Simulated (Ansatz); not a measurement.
# Every step of a relaxation of InP (zincblende type)

DFT, LDA, PAW with Ansatz's default frozen-core files, scalar-relativistic (Ansatz 0.2.0); a Γ-centred 11×11×11 k mesh, Fermi–Dirac smearing of 0.05 eV, no spin polarisation. The run relaxes cell and atoms at a target pressure of 0 GPa.

Command: `ansatz run input.yaml --threads 1 --pin off --max-ram 2048MiB --backend cpu --events-out ev --progress --plain --runs-dir out` It took 21 s on 1 thread of Arm Neoverse V1, with other jobs on the host, peak memory 0.35 GiB.

PAW: frozen-core files, cutoff 420 eV; forces are relaxed below 0.005 eV/Å.

Each step lists its free energy a cell above the last geometry, the pressure, the cell vectors (Å), and Cartesian positions (Å) with forces (eV/Å).

The first step:

```
step 1  dF = 33.49 meV  P = -3.50 GPa
  cell 0.0000 2.9685 2.9685  2.9685 0.0000 2.9685  2.9685 2.9685 0.0000
  In 0.0000 0.0000 0.0000   0.0000 0.0000 0.0000
  P 1.4843 1.4843 1.4843   0.0000 0.0000 0.0000
```

The PAW files were made under PBE.

The symmetry of the start is kept and no stability test is made, so the end need not be the stable phase.

Question: Where does the relaxation end, and by which steps?

Answer: After 4 geometries, with conventional a, b, c = 5.827, 5.827, 5.827 Å, at 24.733 Å³/atom (-5.45 % against the start) in space group F-43m, with a shortest distance of 2.523 Å. The further steps:
```
step 2  dF = 1.40 meV  P = 0.86 GPa
  cell 0.0000 2.9022 2.9022  2.9022 0.0000 2.9022  2.9022 2.9022 0.0000
  In 0.0000 0.0000 0.0000   0.0000 0.0000 0.0000
  P 1.4511 1.4511 1.4511   0.0000 0.0000 0.0000
step 3  dF = 0.03 meV  P = -0.09 GPa
  cell 0.0000 2.9148 2.9148  2.9148 0.0000 2.9148  2.9148 2.9148 0.0000
  In 0.0000 0.0000 0.0000   0.0000 0.0000 0.0000
  P 1.4574 1.4574 1.4574   0.0000 0.0000 0.0000
step 4  dF = 0.00 meV  P = 0.00 GPa
  cell 0.0000 2.9136 2.9136  2.9136 0.0000 2.9136  2.9136 2.9136 0.0000
  In 0.0000 0.0000 0.0000   0.0000 0.0000 0.0000
  P 1.4568 1.4568 1.4568   0.0000 0.0000 0.0000
step 5  dF = 0.55 meV  P = -0.01 GPa  (same geometry on a basis chosen anew; earlier energies don't compare to the last digit)
  cell 0.0000 2.9136 2.9136  2.9136 0.0000 2.9136  2.9136 2.9136 0.0000
  In 0.0000 0.0000 0.0000   0.0000 0.0000 0.0000
  P 1.4568 1.4568 1.4568   0.0000 0.0000 0.0000
```
